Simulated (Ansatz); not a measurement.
The computed numbers are results of PBE, scalar-relativistic (collinear spin) in the plane-wave PAW code Ansatz at 420 eV, 8×8×4 k-mesh, Gaussian smearing of 0.05 eV; PAW files: Ansatz's generated set soft_2.

A crystal of composition XSi3, relaxed at this level of theory, gives this pattern between 10° and 80°.

Cu Kα1 powder pattern (kinematic, no thermal factors).
2θ (°) (relative intensity): 21.45 (83), 30.51 (72), 37.60 (100), 43.70 (49), 49.17 (39), 54.23 (29), 63.51 (32), 67.86 (19), 72.09 (12), 76.21 (38)

Question: Which lattice and cell does the pattern come from?

Answer: Cubic, space group Pm-3m (No. 221), a = 4.140 Å, b = 4.140 Å, c = 4.140 Å, α = 90.00°, β = 90.00°, γ = 90.00°. The line positions fix the lattice at most, not the space group, and lines under 1 % of the strongest aren't listed; this is the group of the computed cell.

A compound XSi3 has these computed properties.

```json
{
 "Band gap": "zero (metallic)",
 "Density of states at the Fermi level": "0.65 states/(eV·atom)",
 "Magnetic state": "antiferromagnetic",
 "Site spin moments": "X 6.85, -6.85 μB",
 "Spin moment of the cell": "0.00 μB",
 "Bader charges": "X 1.24; Si -0.41, -0.42 e",
 "f electrons (orthogonalised atomic orbitals)": "X 7.20",
 "Formation energy from the elements (0 K, uncorrected)": "-0.24 eV/atom",
 "Bulk modulus (Birch–Murnaghan)": "82 GPa",
 "Pressure derivative B0′": "4.0"
}
```

Sites: X on 1a, Si on 3c.

Question: Which element is X?
A. Tb
B. Gd
C. Sm
D. Dy

Answer: B. X is Gd, so the compound is GdSi3.

The cell came from substitution into a structure type; whether the compound takes it is for experiment to say.

Without a U the 4f levels of Gd lie too near the Fermi level, so their share of the states there, and what hangs on it, is overstated. These numbers lack spin–orbit coupling. The run wasn't fully tested for a lower electronic state. Site moments are of spin, integrated over atomic spheres.
